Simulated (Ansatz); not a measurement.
NbRu (CsCl type, Pm-3m) at seven volumes, plane-wave PAW PBEsol (Ansatz code), scaled uniformly. One row is withheld.

```csv
V (Å³/atom),P (GPa)
14.077,29.32
14.541,17.97
15.005,8.28
15.469,0.00
15.933,?
16.397,-13.08
16.861,-18.19
```

Problem. Fit the shown pressures and predict the withheld one.

Solution. P = (3/2)B₀(x^(7/2) − x^(5/2))[1 + (3/4)(B′ − 4)(x − 1)] with x = (V₀/V)^(2/3). Least squares on the six rows gives V₀ = 15.470 Å³/atom, B₀ = 254 GPa, B′ = 4.27. At V = 15.933, x = 0.9805 and P = -7.03 GPa. The run itself gave -7.06 GPa.

The workflow started from an entry of the Crystallography Open Database (COD), which files this formula under 2 space groups. Its standing as an ambient phase is unchecked. Symmetry was held in the PBEsol relaxation. At this level the phase is mechanically unstable. No spin polarisation was allowed.

Potentials: the later of the program's two PAW sets.
